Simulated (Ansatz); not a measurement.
A relaxation computed with Ansatz, from input to last step.

```yaml
crystal:
  lattice:
    - [-5.17400736, 5.17400736, -1.72466912]
    - [-5.17400736, -1.72466912, 5.17400736]
    - [1.72466912, 5.17400736, 5.17400736]
  atoms:
    - { symbol: Al, position: [0.7947905728, 0.2974192688, 0.3032044565] }
    - { symbol: Al, position: [0.6039945697, 0.5961047272, 0.5962833705] }
    - { symbol: Al, position: [0.8008670731, 0.8035695256, 0.7974426353] }
    - { symbol: V, position: [0.6994751296, 0.6974400406, 0.2058948358] }
    - { symbol: Hf, position: [0.9950944107, 0.9976058938, 0.0042589468] }
    - { symbol: Hf, position: [0.4976228246, 0.4943275737, 0.0027837314] }
    - { symbol: Hf, position: [0.5989701148, 0.1026786847, 0.1020940737] }
    - { symbol: Hf, position: [0.2017753957, 0.2065357825, 0.1997361126] }
    - { symbol: Hf, position: [0.3022998542, 0.8057961214, 0.2943097235] }
    - { symbol: Hf, position: [0.4001681844, 0.3952408006, 0.4008496252] }
    - { symbol: Hf, position: [0.5029108307, 0.0007956061, 0.4964210271] }
    - { symbol: Hf, position: [0.9949029823, 0.4953617587, 0.496043355] }
    - { symbol: Hf, position: [0.1012821781, 0.100520236, 0.6032499004] }
    - { symbol: Hf, position: [0.6953284993, 0.2040858354, 0.7032724394] }
    - { symbol: Hf, position: [0.3014526398, 0.3015695468, 0.8010322778] }
    - { symbol: Hf, position: [0.9001938414, 0.3989793517, 0.8985859688] }
    - { symbol: Hf, position: [0.4001200674, 0.8972140858, 0.8976648418] }
    - { symbol: Ta, position: [0.1021241586, 0.5944794694, 0.1024152632] }
    - { symbol: Ta, position: [0.9048209177, 0.8995210128, 0.4020416105] }
    - { symbol: Ta, position: [0.1972608362, 0.6982684293, 0.7019862477] }
  symmetry: { detect: false }
basis:
  ecutwfc: 500
kpoints:
  mp_grid: { grid: [2, 2, 2], shift: [0.5, 0.5, 0.5] }
hamiltonian:
  xc: r2scan
scf:
  occupations: { method: gaussian, width: 0.1 }
  lower_state_search: "off"
output:
  forces: true
  stress: true
  eigenvalues: true
relax:
  adjacent_minimum: "off"
  f_tol: 0.04
  max_steps: 50
  cell: { stress_tol: 0.3 }
```

```bash
ansatz run input.yaml --threads 4 --pin off --max-ram 9216MiB --backend cpu --events-out ev --progress --plain --runs-dir out
```

Level of theory: Ansatz 0.2.0, DFT r2SCAN, scalar-relativistic, plane waves, PAW.

Of 15 frames 10 are shown, positions in Å and forces in eV/Å; the SCF threshold varies from step to step. Steps run on the plane waves of an earlier cell, with a Pulay correction in the pressure. The basis is chosen afresh for the last frame, the zero of the energies, and at times for earlier ones too; energy and pressure can step there, also at an unchanged geometry. Where two frames share a geometry here, they differ by under 2 meV/atom and 0.3 GPa. The mark taken_back stands on steps that the optimiser undid.

```xyz
20
Lattice="-5.1740 5.1740 -1.7247 -5.1740 -1.7247 5.1740 1.7247 5.1740 5.1740" Properties=species:S:1:pos:R:3:forces:R:3 pbc="T T T" step=1 free_energy_over_end_meV_per_atom=155.44 pressure_GPa=-1.94
Al   -5.1282    5.1681    1.7369   -0.1964   -0.0972   -0.4480
Al   -5.1809    5.1822    5.1277   -0.1051   -0.3661    0.7429
Al   -6.9260    6.8838    6.9024    0.0956    0.2172   -0.2346
V    -6.8725    3.4815    3.4675   -0.8198    0.6590   -0.0746
Hf  -10.3029    3.4501    3.4674    0.4686    0.7108   -0.6641
Hf   -5.1276    1.7366    1.7138   -0.1662   -0.4676    0.8046
Hf   -3.4543    3.4502    0.0265    0.3149    0.6500   -0.2867
Hf   -1.7681    1.7212    1.7541    0.0383   -0.2313    0.3211
Hf   -5.2257    1.6971    5.1706    1.0307   -0.0513   -0.1953
Hf   -3.4241    3.4628    3.4288   -0.7240    0.0895    0.3510
Hf   -1.7500    5.1692    1.7052    0.2882    0.3902   -0.0407
Hf   -6.8551    6.8598    3.4137   -0.7238   -0.4155    0.3298
Hf   -0.0037    3.4719    3.4666    0.4143    0.6618   -0.5621
Hf   -3.4407    6.8844    3.4955   -0.2994    0.0356   -0.6697
Hf   -1.7385    5.1842    5.1850    0.2353   -0.3373    0.2062
Hf   -5.1722    8.6188    5.1611   -0.3707    0.2052    0.7870
Hf   -5.1642    5.1674    8.5966    0.1757   -0.3103   -0.2860
Ta   -3.4276    0.0330    3.4296   -0.6513   -0.7779   -0.0075
Ta   -8.6423    5.2103    5.1738    0.6486   -0.4431   -0.2407
Ta   -3.4228    3.4484    6.9047    0.3465   -0.1217    0.1675
20
Lattice="-5.1138 5.1227 -1.7322 -5.1294 -1.7298 5.1764 1.7382 5.1552 5.1933" Properties=species:S:1:pos:R:3:forces:R:3 pbc="T T T" step=3 free_energy_over_end_meV_per_atom=90.01 pressure_GPa=-0.45
Al   -5.0984    5.1419    1.6114    0.0104    0.0603   -0.0892
Al   -5.1519    5.1384    5.3474   -0.0520    0.1370    0.0664
Al   -6.8213    6.8283    6.9269   -0.0811   -0.0262    0.0143
V    -6.9018    3.5846    3.4315    0.0462    0.2858    0.0893
Hf  -10.1621    3.4711    3.4201   -0.2620   -0.0227    0.1954
Hf   -5.1066    1.6893    1.8420    0.0671    0.1211    0.0744
Hf   -3.3715    3.4754   -0.0558    0.0492    0.0474   -0.0303
Hf   -1.8033    1.7338    1.8287   -0.0561    0.2622    0.0228
Hf   -5.0200    1.6300    5.1903   -0.0234   -0.0742    0.1269
Hf   -3.5733    3.5561    3.5050   -0.3719    0.3045    0.1817
Hf   -1.7108    5.0987    1.7450   -0.1008   -0.3697    0.2423
Hf   -6.8072    6.7500    3.4299    0.1916    0.0316   -0.0356
Hf    0.1483    3.5195    3.3034    0.2606   -0.2563   -0.3898
Hf   -3.4782    6.8271    3.4113   -0.0609   -0.1472    0.0940
Hf   -1.6326    5.1063    5.1835    0.1116   -0.0442   -0.2259
Hf   -5.1143    8.5640    5.2994   -0.1416   -0.0246    0.1036
Hf   -5.0669    5.0395    8.5707    0.2130   -0.2522   -0.1509
Ta   -3.4688   -0.0841    3.4206    0.0238   -0.0325    0.0255
Ta   -8.4048    5.0112    5.1589    0.1244   -0.3757   -0.2946
Ta   -3.2528    3.4148    6.8720    0.0519    0.3755   -0.0203
20
Lattice="-5.1064 5.1072 -1.7510 -5.1410 -1.7467 5.2239 1.7429 5.1365 5.2186" Properties=species:S:1:pos:R:3:forces:R:3 pbc="T T T" step=4 free_energy_over_end_meV_per_atom=67.41 pressure_GPa=-0.90
Al   -5.0774    5.1673    1.5439    0.0197    0.0791   -0.0138
Al   -5.2285    5.1669    5.4838   -0.1327    0.0164   -0.1021
Al   -6.8748    6.7867    7.0147   -0.0058    0.0678    0.0077
V    -6.8522    3.6049    3.4336    0.2051    0.0903   -0.0096
Hf  -10.2415    3.4180    3.5061   -0.3555    0.0942    0.1409
Hf   -5.0779    1.6963    1.8527    0.0992   -0.1270    0.0438
Hf   -3.3546    3.4514   -0.1145    0.2271    0.2313   -0.0675
Hf   -1.8905    1.7845    1.8792    0.0432   -0.0121   -0.1552
Hf   -5.0377    1.5701    5.2917   -0.0414    0.0938   -0.2293
Hf   -3.7207    3.6267    3.5986   -0.0667   -0.0560    0.3269
Hf   -1.7613    4.9777    1.8278   -0.0197    0.0119    0.0212
Hf   -6.7475    6.7590    3.4145   -0.0323   -0.3021    0.0339
Hf    0.2855    3.4380    3.1893    0.1377   -0.4065    0.0938
Hf   -3.5032    6.7727    3.4567   -0.1149    0.0098    0.1267
Hf   -1.5482    5.0605    5.1296    0.0863   -0.2081   -0.1652
Hf   -5.1317    8.5156    5.3804   -0.2973   -0.0263    0.1209
Hf   -5.0402    4.9649    8.5749    0.3572    0.0026   -0.2278
Ta   -3.4770   -0.0977    3.4974   -0.1405    0.0231    0.0915
Ta   -8.3138    4.8684    5.1275    0.1259   -0.0037   -0.3591
Ta   -3.1964    3.4565    6.8494   -0.0945    0.4213    0.3222
20
Lattice="-5.1544 4.9737 -1.7443 -5.2478 -1.7194 5.3285 1.7058 4.9564 5.2178" Properties=species:S:1:pos:R:3:forces:R:3 pbc="T T T" step=6 free_energy_over_end_meV_per_atom=43.37 pressure_GPa=0.34
Al   -5.0735    5.0403    1.5411    0.1058   -0.0437   -0.0290
Al   -5.4438    5.0116    5.5688   -0.0394   -0.1926    0.0094
Al   -7.0922    6.5703    7.1816   -0.0606    0.0036    0.0729
V    -6.8617    3.5128    3.4306   -0.0842   -0.2186   -0.0207
Hf  -10.5379    3.2878    3.7157    0.1579   -0.0229   -0.0120
Hf   -5.0694    1.6497    1.8088    0.0867   -0.0672   -0.3679
Hf   -3.2900    3.3983   -0.1771    0.0433    0.0829   -0.0891
Hf   -1.9745    1.7078    1.8893    0.0543   -0.1099   -0.0172
Hf   -5.2330    1.5657    5.3771   -0.0883    0.3079   -0.0699
Hf   -3.8364    3.5202    3.7260    0.1397   -0.0208    0.0929
Hf   -1.8670    4.8250    1.9136   -0.1600    0.2958   -0.1364
Hf   -6.8297    6.5259    3.4435   -0.0258   -0.1338   -0.2285
Hf    0.3303    3.1715    3.1255   -0.0601   -0.0763    0.2173
Hf   -3.6332    6.5747    3.6146   -0.0659    0.0277    0.0754
Hf   -1.5318    4.7904    5.0652   -0.0125   -0.1354    0.2440
Hf   -5.3672    8.2407    5.5480    0.0523    0.1569    0.1379
Hf   -5.1004    4.7948    8.6058    0.0845    0.3198    0.0500
Ta   -3.6207   -0.0849    3.6530   -0.1651   -0.1474   -0.0808
Ta   -8.3913    4.6753    5.0947    0.0812    0.0507    0.2615
Ta   -3.2955    3.3922    6.9239   -0.0438   -0.0764   -0.1101
20
Lattice="-5.2763 4.8003 -1.7042 -5.4340 -1.6546 5.4221 1.6805 4.7589 5.2230" Properties=species:S:1:pos:R:3:forces:R:3 pbc="T T T" step=7 free_energy_over_end_meV_per_atom=25.50 pressure_GPa=1.08
Al   -5.1286    4.8299    1.5894    0.0864   -0.0792   -0.1252
Al   -5.7110    4.7645    5.6361    0.0674   -0.0814    0.1179
Al   -7.4213    6.3151    7.3454   -0.2316   -0.0476    0.1209
V    -7.0755    3.3333    3.4778   -0.0039   -0.1584    0.0917
Hf  -10.8757    3.1762    3.9150    0.0829   -0.2171   -0.0141
Hf   -5.1262    1.6012    1.6999    0.0096    0.0250   -0.2431
Hf   -3.2757    3.2990   -0.1905   -0.3031   -0.2577   -0.2367
Hf   -2.0185    1.6042    1.9177   -0.0281    0.1611    0.4353
Hf   -5.5078    1.6131    5.4545   -0.0331    0.3477    0.4629
Hf   -3.9320    3.3674    3.8159   -0.2805   -0.1315    0.1269
Hf   -2.0087    4.7345    1.9907    0.0398    0.1973    0.0387
Hf   -7.0377    6.2219    3.4604    0.1848    0.0672   -0.3803
Hf    0.2779    2.9979    3.1612    0.0887    0.2339    0.0063
Hf   -3.8417    6.3585    3.7893    0.1995   -0.0841   -0.1957
Hf   -1.5781    4.5469    5.1016   -0.0018    0.1735    0.0938
Hf   -5.6653    7.9599    5.7287    0.5386   -0.3143    0.1052
Hf   -5.2295    4.6752    8.6729   -0.3298    0.4317   -0.0258
Ta   -3.8683   -0.0708    3.7386   -0.0501   -0.0059   -0.0127
Ta   -8.6479    4.5586    5.1883    0.0311    0.1747    0.2071
Ta   -3.4751    3.2460    6.9792   -0.0667   -0.4350   -0.5731
20
Lattice="-5.3405 4.6474 -1.6457 -5.6219 -1.6090 5.6016 1.6463 4.6382 5.3110" Properties=species:S:1:pos:R:3:forces:R:3 pbc="T T T" step=9 free_energy_over_end_meV_per_atom=5.05 pressure_GPa=-0.28
Al   -5.1219    4.6738    1.6333   -0.0062   -0.0379   -0.0363
Al   -5.9017    4.6082    5.8363   -0.0095   -0.0125    0.0029
Al   -7.7501    6.2005    7.6744   -0.1172    0.0118   -0.0110
V    -7.3029    3.1581    3.6769   -0.1294    0.0109   -0.0694
Hf  -11.1966    3.1076    4.2252    0.1170    0.0632    0.1746
Hf   -5.1755    1.4149    1.7165    0.2049    0.0638   -0.3921
Hf   -3.3496    3.1217   -0.2164    0.0678   -0.0715    0.2829
Hf   -2.1117    1.5552    2.1707   -0.0004   -0.1884    0.0809
Hf   -5.8778    1.6207    5.7828    0.2162    0.1940   -0.2482
Hf   -4.1299    3.1347    3.9886    0.0369    0.0411   -0.0043
Hf   -2.1116    4.6707    2.1387   -0.1068   -0.1692   -0.0677
Hf   -7.0459    6.0172    3.5468   -0.0137   -0.1356   -0.0799
Hf    0.3083    3.0140    3.1959   -0.0240   -0.1022   -0.0099
Hf   -3.9327    6.1721    3.9353   -0.1693   -0.0346    0.0812
Hf   -1.6156    4.4452    5.1961   -0.0879    0.0418   -0.0962
Hf   -5.8250    7.6576    6.0132   -0.0291    0.2136    0.0399
Hf   -5.4317    4.6959    8.7863    0.0890    0.1213    0.1777
Ta   -4.0216   -0.0447    3.9964   -0.1243   -0.3165   -0.1532
Ta   -8.8118    4.5193    5.4316    0.0556    0.0747   -0.0022
Ta   -3.6317    3.0752    6.9722    0.0304    0.2324    0.3302
20
Lattice="-5.4312 4.6578 -1.6303 -5.6675 -1.5546 5.5938 1.6141 4.5966 5.2964" Properties=species:S:1:pos:R:3:forces:R:3 pbc="T T T" step=10 free_energy_over_end_meV_per_atom=5.44 pressure_GPa=0.06 taken_back
Al   -5.1902    4.6542    1.6338   -0.0144    0.0632   -0.0038
Al   -5.9924    4.6445    5.8258   -0.1344    0.0480    0.0380
Al   -7.9337    6.2152    7.6960    0.0545    0.0594   -0.0019
V    -7.5269    3.2108    3.6897    0.4217   -0.2382   -0.0948
Hf  -11.3024    3.1906    4.2735   -0.0837   -0.0982   -0.1245
Hf   -5.1745    1.4754    1.6286   -0.1644   -0.0509    0.3912
Hf   -3.3768    3.0961   -0.1647   -0.0871    0.0836   -0.2251
Hf   -2.1402    1.4996    2.1795    0.0331    0.0421   -0.0232
Hf   -5.9222    1.7140    5.7365   -0.0351   -0.3593    0.3957
Hf   -4.1726    3.1553    3.9913   -0.0196   -0.1755   -0.0606
Hf   -2.1752    4.6314    2.1412    0.0852    0.0444    0.2104
Hf   -7.1751    5.9783    3.5091   -0.1113    0.1686    0.1778
Hf    0.2662    2.9644    3.1797    0.2324    0.2664   -0.0218
Hf   -4.0615    6.1501    3.9345    0.1648   -0.0190   -0.0859
Hf   -1.6725    4.4194    5.1681    0.0694    0.0948    0.0144
Hf   -5.9522    7.6511    6.0257   -0.0602   -0.1419   -0.0294
Hf   -5.5219    4.8000    8.7807   -0.0373   -0.0631   -0.1376
Ta   -4.0979   -0.0912    3.9411   -0.1543    0.3940    0.0942
Ta   -8.9107    4.5856    5.4574   -0.2462    0.1444   -0.1225
Ta   -3.7478    3.1571    7.0322    0.0866   -0.2626   -0.3905
20
Lattice="-5.3972 4.6475 -1.6394 -5.6470 -1.5711 5.6018 1.6231 4.6005 5.3050" Properties=species:S:1:pos:R:3:forces:R:3 pbc="T T T" step=12 free_energy_over_end_meV_per_atom=0.23 pressure_GPa=0.03
Al   -5.1727    4.6584    1.6351    0.0053    0.0012   -0.0002
Al   -5.9736    4.6174    5.8354   -0.0119    0.0069   -0.0024
Al   -7.8584    6.2025    7.6955   -0.0013    0.0029    0.0033
V    -7.4072    3.1830    3.6771    0.0319   -0.0320   -0.0055
Hf  -11.2658    3.1484    4.2681   -0.0222   -0.0275   -0.0005
Hf   -5.1741    1.4602    1.6588    0.0042   -0.0187   -0.0041
Hf   -3.3611    3.1050   -0.1883    0.0011    0.0164   -0.0230
Hf   -2.1257    1.5116    2.1889    0.0005    0.0080    0.0015
Hf   -5.8918    1.6536    5.7775    0.0116   -0.0122    0.0384
Hf   -4.1660    3.1239    3.9880   -0.0132   -0.0177    0.0033
Hf   -2.1563    4.6306    2.1489    0.0072   -0.0110    0.0102
Hf   -7.1432    5.9926    3.5345    0.0071    0.0345    0.0093
Hf    0.3024    2.9973    3.1913    0.0132    0.0223    0.0063
Hf   -4.0178    6.1382    3.9359    0.0068   -0.0011    0.0029
Hf   -1.6547    4.4341    5.1683   -0.0005   -0.0049    0.0002
Hf   -5.9178    7.6413    6.0146   -0.0134   -0.0185   -0.0048
Hf   -5.4819    4.7586    8.7822    0.0094    0.0189   -0.0022
Ta   -4.0892   -0.0779    3.9638   -0.0194    0.0268    0.0272
Ta   -8.8800    4.5571    5.4413   -0.0195    0.0240   -0.0025
Ta   -3.6854    3.1222    7.0007    0.0033   -0.0183   -0.0576
20
Lattice="-5.3946 4.6383 -1.6371 -5.6506 -1.5668 5.6171 1.6168 4.5912 5.3139" Properties=species:S:1:pos:R:3:forces:R:3 pbc="T T T" step=13 free_energy_over_end_meV_per_atom=0.15 pressure_GPa=0.08
Al   -5.1714    4.6506    1.6405   -0.0102    0.0002    0.0030
Al   -5.9795    4.6075    5.8524   -0.0157   -0.0017    0.0013
Al   -7.8646    6.1920    7.7190    0.0044   -0.0109    0.0142
V    -7.3999    3.1732    3.6921   -0.0080    0.0600    0.0091
Hf  -11.2776    3.1349    4.2920    0.0130    0.0079    0.0244
Hf   -5.1700    1.4563    1.6604    0.0136    0.0145   -0.0101
Hf   -3.3546    3.1030   -0.1933   -0.0069   -0.0101    0.0005
Hf   -2.1281    1.5125    2.1980   -0.0014   -0.0049    0.0043
Hf   -5.8926    1.6427    5.8080   -0.0475    0.0112   -0.0383
Hf   -4.1798    3.1085    4.0005    0.0185   -0.0013   -0.0124
Hf   -2.1627    4.6231    2.1558    0.0012   -0.0085   -0.0014
Hf   -7.1403    5.9854    3.5479   -0.0013   -0.0070   -0.0200
Hf    0.3048    3.0025    3.1987   -0.0095   -0.0210    0.0189
Hf   -4.0228    6.1240    3.9500   -0.0142   -0.0008   -0.0157
Hf   -1.6607    4.4279    5.1756   -0.0026   -0.0105   -0.0325
Hf   -5.9332    7.6256    6.0315    0.0057   -0.0111    0.0087
Hf   -5.4832    4.7552    8.7998    0.0145    0.0081   -0.0041
Ta   -4.0974   -0.0798    3.9847   -0.0122   -0.0246    0.0242
Ta   -8.8894    4.5587    5.4554    0.0502   -0.0123    0.0251
Ta   -3.6814    3.1124    7.0074    0.0085    0.0228    0.0009
20
Lattice="-5.4004 4.6424 -1.6362 -5.6518 -1.5619 5.6194 1.6126 4.5909 5.3165" Properties=species:S:1:pos:R:3:forces:R:3 pbc="T T T" step=15 free_energy_over_end_meV_per_atom=0.00 pressure_GPa=0.00
Al   -5.1786    4.6537    1.6431   -0.0066    0.0025    0.0008
Al   -5.9882    4.6135    5.8547    0.0066    0.0001   -0.0008
Al   -7.8739    6.1988    7.7291   -0.0029    0.0006    0.0014
V    -7.4068    3.1870    3.6962   -0.0027    0.0305   -0.0012
Hf  -11.2848    3.1441    4.3009    0.0012   -0.0057    0.0104
Hf   -5.1698    1.4598    1.6572    0.0072    0.0168   -0.0052
Hf   -3.3583    3.1050   -0.1936    0.0026    0.0049    0.0065
Hf   -2.1318    1.5108    2.2009    0.0002   -0.0025   -0.0036
Hf   -5.9014    1.6493    5.8107   -0.0268   -0.0019   -0.0120
Hf   -4.1850    3.1085    4.0008    0.0028   -0.0053   -0.0025
Hf   -2.1666    4.6218    2.1591   -0.0016   -0.0030   -0.0017
Hf   -7.1482    5.9941    3.5493   -0.0003   -0.0085   -0.0062
Hf    0.3042    3.0032    3.2001   -0.0081   -0.0049   -0.0009
Hf   -4.0314    6.1252    3.9507   -0.0071    0.0017   -0.0038
Hf   -1.6645    4.4307    5.1728   -0.0072    0.0016   -0.0052
Hf   -5.9448    7.6283    6.0368   -0.0050   -0.0024   -0.0054
Hf   -5.4873    4.7656    8.8015    0.0181   -0.0068    0.0050
Ta   -4.1030   -0.0791    3.9912   -0.0014   -0.0150    0.0203
Ta   -8.8912    4.5682    5.4639    0.0116   -0.0021   -0.0083
Ta   -3.6862    3.1197    7.0069    0.0192   -0.0006    0.0124
```

The run took 13 min on 4 threads of Arm Neoverse V2, on a shared host, peak memory 3.2 GiB.

The k mesh is coarse. Spin–orbit coupling is left out, which can shift energies with elements as heavy as these. Spin polarisation was left out, and a magnetic state may lie lower.